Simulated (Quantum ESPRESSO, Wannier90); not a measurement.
Tight-binding from DFT: MgS (zinc blende)

```
begin unit_cell_cart
ang
    0.0000000000    2.8331200000    2.8331200000
    2.8331200000    0.0000000000    2.8331200000
    2.8331200000    2.8331200000    0.0000000000
end unit_cell_cart
begin atoms_frac
Mg   0.0000000000  0.0000000000  0.0000000000
S    0.2500000000  0.2500000000  0.2500000000
end atoms_frac
```

Structure: Materials Project mp-13032, symmetrised, not relaxed again. Not found in the COD (Crystallography Open Database) copy used, which has the formula in other groups; not checked further. Level: PBEsol, no spin polarisation, no spin-orbit coupling; pw.x of Quantum ESPRESSO at 68 Ry with PseudoDojo potentials, 10×10×10 k-points, Wannier90. Density: 10×10×10 mesh, cold smearing 0.01 Ry.

Bands 6-8 form an isolated set from -3.18 to 0.00 eV relative to the valence-band maximum (on the path) and are turned into 3 Wannier functions by minimising the spread from the start: atomic waves S 3p.

Centres (Cartesian, Å; one of the equivalent choices) and spreads:

| n | x | y | z | spread (Å²) | nearest atom |
|---|---|---|---|---|---|
| 1 | 1.417 | 1.417 | 1.417 | 1.986 | S2 |
| 2 | 1.417 | 1.417 | 1.417 | 1.986 | S2 |
| 3 | 1.417 | 1.417 | 1.417 | 1.986 | S2 |

Ω_I = 5.88 Å², Ω_total = 5.96 Å²; the interpolated bands follow pw.x to 0.4 meV rms on the path. Only this start was tried; a symmetric start can stop on a saddle, and mixtures of these functions could lower the total by at most Ω_total − Ω_I.
